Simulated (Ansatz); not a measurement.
# SnPb3S4 (Cmmm)

Theory: DFT PBE, scalar-relativistic, plane waves, PAW (Ansatz).

Cutoff 420 eV; k points 6×6×10 on the computed 8-atom cell (Γ-centred); Gaussian smearing, width 0.10 eV; no spin polarisation.

The structure is relaxed at this level of theory with its symmetry kept, and needn't be the ground state of this composition.

Space group Cmmm (No. 65), orthorhombic, a = 8.444 Å, b = 11.943 Å, c = 4.223 Å. Sn has 6 S at 2.95 Å; Pb on a site of symmetry 2/m is surrounded by 6 S at 2.99 Å; around Pb on a site of symmetry mmm lie 6 S at 3.02 Å; S on a site of symmetry 2mm is surrounded by 2 Sn at 2.95 Å and 4 Pb at 2.99–3.02 Å; S on a site of symmetry m2m has 1 Sn at 2.95 Å and 5 Pb at 2.99–3.02 Å.

* Volume per atom: 26.62 Å³
* Formation energy from the elements' standard states (uncorrected): -0.512 eV/atom
* Kohn–Sham band gap: 0.04 eV
* Orbital (Löwdin) character of the top 1 eV of the valence band: S 3p 63 %, Sn 5s 14 %, Pb 6p 9 %, Pb 6s 8 %
* Orbital (Löwdin) character of the lowest 1 eV of the conduction band: Pb 6p 50 %, Sn 5p 19 %, S 3s 14 %, S 3p 10 %
* Bulk modulus: 53 GPa
* Its pressure derivative: 4.2
* Bader charge by site (e): Sn (1 in the cell) 1.03, Pb (2 in the cell) 1.01, Pb (1 in the cell) 0.98, S (2 in the cell) -1.01, S (2 in the cell) -1.00

Spin-orbit coupling is left out, which matters for the bands of heavy elements.

The cell was found from a structure generator's guess, not taken from experiment. Kohn–Sham gaps at this level usually fall short of measured ones. Löwdin shares on free-atom orbitals overweight diffuse shells in the empty bands.
